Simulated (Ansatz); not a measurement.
What a trial cell of AlH4 relaxes into

Computed with Ansatz, DFT PBE, scalar-relativistic, plane waves, PAW. Cutoff 420 eV, Gaussian smearing, Γ-centred meshes. Cell and atoms relax first on a coarse mesh and then on a finer one. In between, the cell is made exact in the group found at 0.06 Å. In metals the finer mesh still leaves noise of several meV/atom or more. The steps can't lower the symmetry of their start. No spin polarisation.

A trial structure of AlH4 was built thus: random cell by space group and Wyckoff sites (P6/mmm, No. 191). Its size is a rough estimate.

```cif
data_structure
_symmetry_space_group_name_H-M 'P6/mmm'
_symmetry_Int_Tables_number 191
_cell_length_a 3.2054
_cell_length_b 3.2054
_cell_length_c 3.1943
_cell_angle_alpha 90.000
_cell_angle_beta 90.000
_cell_angle_gamma 120.000
_cell_volume 28.42
loop_
_atom_site_label
_atom_site_type_symbol
_atom_site_symmetry_multiplicity
_atom_site_Wyckoff_symbol
_atom_site_fract_x
_atom_site_fract_y
_atom_site_fract_z
_atom_site_occupancy
Al1 Al 1 a 0.00000 0.00000 0.00000 1
H1 H 2 c 0.33333 0.66667 0.00000 1
H2 H 2 e 0.00000 0.00000 0.34905 1
```

The zero of energy is the elements' standard structures at the same level (H₂ as a molecule); no fitted shifts are applied.

Q: Where does the relaxation end?

A: The symmetry stays P6/mmm (No. 191). The volume per atom grows by 53.9 %, from 5.7 to 8.7 Å³. The shortest distance goes from 0.96 Å (H–H) to 1.00 Å (H–H). The ratio c/a of the conventional cell changes by a factor of 1.41. The energy falls by about 1.6 eV/atom (the start's value is from the coarse mesh). Conventional cell: a = 3.304 Å, c = 4.627 Å. Around Al lie 8 H at 1.81–1.91 Å; H on a site of symmetry -6m2 has 3 Al at 1.91 Å and 3 H at 1.91 Å; H on a site of symmetry 6mm has 1 H at 1.00 Å and 1 Al at 1.81 Å.

```xyz
5
Lattice="3.3037 0.0000 0.0000 -1.6519 2.8611 0.0000 0.0000 0.0000 4.6265" Properties=species:S:1:pos:R:3 pbc="T T T"
Al    0.0000    0.0000    0.0000
H     0.0000    1.9074    0.0000
H     1.6519    0.9537    0.0000
H     0.0000    0.0000    1.8129
H     0.0000    0.0000    2.8136
```

Q: How does it come out in energy, and is it a metal?

A: The energy over the elements is +0.43 eV/atom and the gap on the 12×12×8 mesh of the 5-atom cell is 0 eV (a metal).

It can't be a ground state, since the elements alone are lower.

The last run used Gaussian smearing of 0.10 eV. The cell is a metal run without spin; a magnetic state may lie lower. With hydrogen, zero-point motion can shift formation energies by some tens of meV/atom. Symmetry constrained the relaxation, so the result can be a saddle point. In all, the 3 runs took 39 s on 1 thread of Intel(R) Xeon(R) Processor @ 2.70GHz, on a shared host. Another cell of AlH4 relaxed alike, in P1, lies 0.32 eV/atom lower, so this cell isn't the stable form at this level.
